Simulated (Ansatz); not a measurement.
Starting cell, BAs (zinc blende):

```
CELL_PARAMETERS angstrom
      0.00000     2.40467     2.40467
      2.40467     0.00000     2.40467
      2.40467     2.40467     0.00000
ATOMIC_POSITIONS crystal
  As 0.75000 0.75000 0.75000
  B  0.00000 0.00000 0.00000
```

In each cell atom 2 (B, nearest neighbour As at 2.083 Å; its periodic images, 3.4 Å or more away, move with it) moves by s·(0.707, 0.707, 0.000) (along Cartesian [110]), the rest being held.

All values below come from PBE (plane waves to 420 eV, PAW, scalar-relativistic; Ansatz, a program for electronic structure). k mesh 10×10×10 (Γ-centred), Fermi-Dirac smearing 0.05 eV. Energies are smeared free energies. As the smearing reaches across the gap at some points, energies and forces of such displacements shift with the k mesh and the smearing. BAs was relaxed with its symmetry unable to fall. ΔE is measured from the undisplaced structure. The last digit holds for this mesh only.

```
s (Å)   ΔE (meV/cell)
------  -------------
-0.420         1361.9
-0.336          880.1
-0.252          500.9
-0.168          224.4
-0.084           56.2
0.000             0.0
0.084            56.2
0.168           224.4
0.252           500.9
0.336           880.1
0.420          1361.9
```

Task: What force constant k = d²E/ds² at s = 0 does the table give?

Result: 16 eV/Å². It is the second difference of the nearest points, corrected with the next pair.

Task: With k = 15.98 eV/Å² from the forces, is the well harmonic out to s = 0.420 Å?

Result: ½ks² = 1409 meV/cell against the computed 1362 meV/cell, so the well is close to harmonic there.

(For displaced atoms, the force is minus the slope of the energy, and its curvature is a force constant, which sets phonon frequencies.)
